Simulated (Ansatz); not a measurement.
The start is a generated cell, TaRu built in the AFLOW prototype AB_cF8_225_a_b (B1, as in NaCl). Cell shape, volume and atoms are optimised at zero target pressure with PBE (plane waves to 420 eV, PAW, scalar-relativistic; Ansatz, an electronic-structure program). First-step values are on the input's coarse k-mesh.

Ansatz input (later rounds restart from its end on a renewed k-mesh):
Ansatz 0.2 input:
```yaml
crystal:
  lattice:
    - [0, 2.5152988, 2.5152988]
    - [2.5152988, 0, 2.5152988]
    - [2.5152988, 2.5152988, 0]
  atoms:
    - { symbol: Ru, position: [0, 0, 0] }
    - { symbol: Ta, position: [0.5, 0.5, 0.5] }
basis: { ecutwfc: 420, ecutrho_ratio: 4, xc_grid: 2, fft_grid_basis: typed }
kpoints: { mp_grid: { grid: [11, 11, 11] } }
hamiltonian:
  xc: pbe
  dispersion: none
  pseudopotentials: { kind: paw }
scf: { occupations: { method: fermi_dirac, width: 0.05 } }
relax: { f_tol: 0.01, max_steps: 100, cell: { stress_tol: 0.02 } }
output: { forces: true, stress: true }
```

```yaml
initial_pressure: "+26.1 GPa (positive: the cell is compressed)"
energy_released: 0.13 eV/atom
volume_change: +11.0 %, from 15.91 to 17.66 Å³/atom
Shortest distances (start → end): "The closest pairs of elements (up to four, under 3.6 Å), start → end: Ru–Ta 2.52 → 2.60 Å; Ru–Ru 3.56 → 3.68 Å; Ta–Ta 3.56 → 3.68 Å"
optimiser_moves: 4
```

The end point of the relaxation:

Space group Fm-3m (No. 225); a = b = c = 5.2080 Å, α = β = γ = 90.00°

| atom | site | symmetry | x | y | z |
|---|---|---|---|---|---|
| Ru | 4a | m-3m | 0.0000 | 0.0000 | 0.0000 |
| Ta | 4b | m-3m | 0.5000 | 0.5000 | 0.5000 |
(The calculation used a cell of 2 atoms; values per cell refer to that cell.)

Final values are on a 15×15×15 k-mesh of the relaxed cell. No spin polarisation in the result.

The run could not lose the symmetry of its start: the end is stationary, and may be a saddle point rather than a minimum.

All atoms sit on sites fixed by symmetry, so only the cell could relax.

The relaxed structure here is a generated cell of TaRu: the first start was made by placing the elements on the sites of a structure type, and the end was not matched to a known phase here, so it may be hypothetical.
